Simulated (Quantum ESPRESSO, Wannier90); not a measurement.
**Ba2CuClO2 (R-3m): Wannier90 run**

Cell from Materials Project (mp-551456), symmetrised, no further relaxation. COD (Crystallography Open Database) has an entry of this formula and space group (matched by these alone). Method: PBEsol plane waves in Quantum ESPRESSO 7.5 (PseudoDojo norm-conserving files, 74 Ry, no spin polarisation, no spin-orbit coupling), Bloch states on a 4×4×4 mesh through Γ, Wannier90 4.0.1. Density: 8×8×8 mesh, Gaussian smearing 0.01 Ry. A non-magnetic state is assumed, with no Hubbard U; filled 3d bands tend to lie too high at this level. Spin-orbit coupling is left out although heavy elements are present.

On the energy scale of pw.x, whose zero is arbitrary, the valence-band maximum lies at 6.11 eV.

Input w.win:

```
num_bands = 1
num_wann = 1
exclude_bands = 1-8,10-43
num_iter = 1000
conv_tol = 1.0e-6
conv_window = 4
write_hr = true
write_u_matrices = true
auto_projections = true
begin unit_cell_cart
ang
   -2.1651599726    3.7501670791    0.0000000000
   -4.3303199452    0.0000000000    0.0000000000
   -2.1651599726    1.2500556930    9.6085300000
end unit_cell_cart
begin atoms_frac
Ba  -0.2548690000 -0.2548690000 -0.2353930000
Ba   0.2548690000  0.2548690000  0.2353930000
Cu   0.5000000000  0.5000000000  0.5000000000
Cl   0.0000000000  0.0000000000  0.0000000000
O   -0.4369820000 -0.4369820000  0.3109460000
O    0.4369820000  0.4369820000 -0.3109460000
end atoms_frac
mp_grid = 4 4 4
begin kpoints
0.0000000000 0.0000000000 0.0000000000
0.0000000000 0.0000000000 0.2500000000
0.0000000000 0.0000000000 0.5000000000
... (61 more lines: the 4x4x4 mesh through Gamma)
end kpoints
```

Input of pw2wannier90.x that gives the overlap and projection files (equivalent; here they were cut from one run over all bands):

```
&inputpp
  outdir = './out'
  prefix = 'pwscf'
  seedname = 'w'
  write_amn = .true.
  write_mmn = .true.
  atom_proj = .true.
  atom_proj_exclude = 1 2 3 4 5 6 7 8 9 10 11 12 13 14 15 16 17 18 19 20 22 23 24 25 26 27 28 29 30 31 32
/
```

Output w.wout (banner and timings cut):

```
                                    ------
                                    SYSTEM
                                    ------

                              Lattice Vectors (Ang)
                    a_1    -2.165160   3.750167   0.000000
                    a_2    -4.330320   0.000000   0.000000
                    a_3    -2.165160   1.250056   9.608530

                   Unit Cell Volume:     156.03699  (Ang^3)

                        Reciprocal-Space Vectors (Ang^-1)
                    b_1     0.000000   1.675441  -0.217972
                    b_2    -1.450975  -0.837721  -0.217972
                    b_3     0.000000   0.000000   0.653917

 *----------------------------------------------------------------------------*
 |   Site       Fractional Coordinate          Cartesian Coordinate (Ang)     |
 +----------------------------------------------------------------------------+
 | ba   1  -0.25487  -0.25487  -0.23539   |    2.16516  -1.25006  -2.26178    |
 | ba   2   0.25487   0.25487   0.23539   |   -2.16516   1.25006   2.26178    |
 | cu   1   0.50000   0.50000   0.50000   |   -4.33032   2.50011   4.80427    |
 | cl   1   0.00000   0.00000   0.00000   |   -0.00000   0.00000   0.00000    |
 | o    1  -0.43698  -0.43698   0.31095   |    2.16516  -1.25006   2.98773    |
 | o    2   0.43698   0.43698  -0.31095   |   -2.16516   1.25006  -2.98773    |
 *----------------------------------------------------------------------------*
                                ------------
                                K-POINT GRID
                                ------------

             Grid size =  4 x  4 x  4      Total points =   64

 *---------------------------------- MAIN ------------------------------------*
 |  Number of Wannier Functions               :                 1             |
 |  Number of Objective Wannier Functions     :                 1             |
 |  Number of input Bloch states              :                 1             |
 |  Output verbosity (1=low, 5=high)          :                 1             |
 |  Timing Level (1=low, 5=high)              :                 1             |
 |  Optimisation (0=memory, 3=speed)          :                 3             |
 |  Length Unit                               :               Ang             |
 |  Post-processing setup (write *.nnkp)      :                 F             |
 |  Using Gamma-only branch of algorithms     :                 F             |
 *----------------------------------------------------------------------------*
 *------------------------------- WANNIERISE ---------------------------------*
 |  Total number of iterations                :              1000             |
 |  Number of CG steps before reset           :                 5             |
 |  Trial step length for line search         :             2.000             |
 |  Convergence tolerence                     :         0.100E-05             |
 |  Convergence window                        :                 4             |
 |  Iterations between writing output         :                 1             |
 |  Iterations between backing up to disk     :               100             |
 |  Write r^2_nm to file                      :                 F             |
 |  Write xyz WF centres to file              :                 F             |
 |  Write on-site energies <0n|H|0n> to file  :                 F             |
 |  Use guiding centre to control phases      :                 F             |
 |  Use phases for initial projections        :                 F             |
 *----------------------------------------------------------------------------*
 *-------------------------------- PLOTTING ----------------------------------*
 |  Plotting Hamiltonian in WF basis          :                 T             |
 *----------------------------------------------------------------------------*

       ... (k-mesh section left out)

 Starting a new Wannier90 calculation ...

 Reading overlaps from w.mmn

 Reading projections from w.amn

 *------------------------------- WANNIERISE ---------------------------------*
 +--------------------------------------------------------------------+<-- CONV
 | Iter  Delta Spread     RMS Gradient      Spread (Ang^2)            |<-- CONV
 +--------------------------------------------------------------------+<-- CONV

 ------------------------------------------------------------------------------
 Initial State
  WF centre and spread    1  ( -0.000000,  0.000000, -0.000000 )     1.10630609
  Sum of centres and spreads ( -0.000000,  0.000000, -0.000000 )     1.10630609

      0     0.111E+01     0.0000000000        1.1063060922  <-- CONV
        O_D=      0.0000000 O_OD=      0.0000000 O_TOT=      1.1063061 <-- SPRD
 ------------------------------------------------------------------------------
      1     0.000E+00     0.0000000001        1.1063060922  <-- CONV
        O_D=      0.0000000 O_OD=      0.0000000 O_TOT=      1.1063061 <-- SPRD
      2     0.000E+00     0.0000000001        1.1063060922  <-- CONV
        O_D=      0.0000000 O_OD=      0.0000000 O_TOT=      1.1063061 <-- SPRD
      3     0.000E+00     0.0000000001        1.1063060922  <-- CONV
        O_D=      0.0000000 O_OD=      0.0000000 O_TOT=      1.1063061 <-- SPRD
      4     0.000E+00     0.0000000001        1.1063060922  <-- CONV
        O_D=      0.0000000 O_OD=      0.0000000 O_TOT=      1.1063061 <-- SPRD
             <<<     Delta < 1.000E-06  over  4 iterations     >>>
             <<< Wannierisation convergence criteria satisfied >>>
 Final State
  WF centre and spread    1  ( -0.000000,  0.000000, -0.000000 )     1.10630609
  Sum of centres and spreads ( -0.000000,  0.000000, -0.000000 )     1.10630609

         Spreads (Ang^2)       Omega I      =     1.106306092
        ================       Omega D      =     0.000000000
                               Omega OD     =     0.000000000
    Final Spread (Ang^2)       Omega Total  =     1.106306092
```
